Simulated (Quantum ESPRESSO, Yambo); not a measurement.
**Levels of theory for the gap of Ca$_{2}$H$_{3}$Br**

Ca2H3Br (space group P-3m1, No. 164): one geometry, one set of PBEsol (Quantum ESPRESSO, PseudoDojo norm-conserving, 72 Ry, with spin-orbit coupling) orbitals, self-energies from Yambo (3×3×2 Γ-centred k mesh, bands 5 to 258 and a 7 Ry block in the screening, 258 bands in G with the Bruneval-Gonze terminator, plasmon pole fitted at 27.2 eV).

The geometry is that of Materials Project entry mp-1018656, symmetrised and not relaxed again.

| level | gap A → (0, 0.333, -0.5) (eV) | direct gap at A (eV) | rough Yambo cost |
|---|---|---|---|
| PBEsol (Quantum ESPRESSO) | 1.54 | 1.69 | – |
| exchange only (Hartree-Fock self-energy on PBEsol orbitals) | 9.25 | 8.90 | about 1/20 (13 states) |
| static COHSEX@PBEsol | 4.09 | 4.08 | within a factor of two (3 states) |
| G0W0@PBEsol, plasmon pole | 3.36 | 3.28 | 1 (13 states) |
| G0W0@PBEsol, multipole fit to 8 frequencies, no terminator | 3.33 | 3.24 | within a factor of two (3 states) |
| G0W0@PBEsol, plasmon pole, no terminator | 3.41 | 3.31 | about 1/10 (3 states, screening reused) |

Bare exchange has no screening and gives the widest gap; static COHSEX screens it but leaves out the frequency dependence, which G0W0 restores. In the run with 258 bands and a 7 Ry block, which covers more k points, the smallest G0W0 gap is 3.28 eV, A → A. The mesh misses a band edge: along a dense path the PBEsol gap is 1.38 eV against 1.54 eV on the mesh. All rows use the PBEsol edge points; in the exchange only run other k points give a smaller gap, 8.90 eV.

Costs are rough ratios of core time on shared machines.

Nearest settings tried, and what they do to the gap: 166 bands in G: -9 meV; 166 bands in W, 166 bands in G: -20 meV; 6 Ry block (161 vectors against 209): -59 meV. Not varied: mesh. So the settings aren't converged at that level.

The structure is a Materials Project entry; no match was found in the copy of COD used, and its stability was not checked.
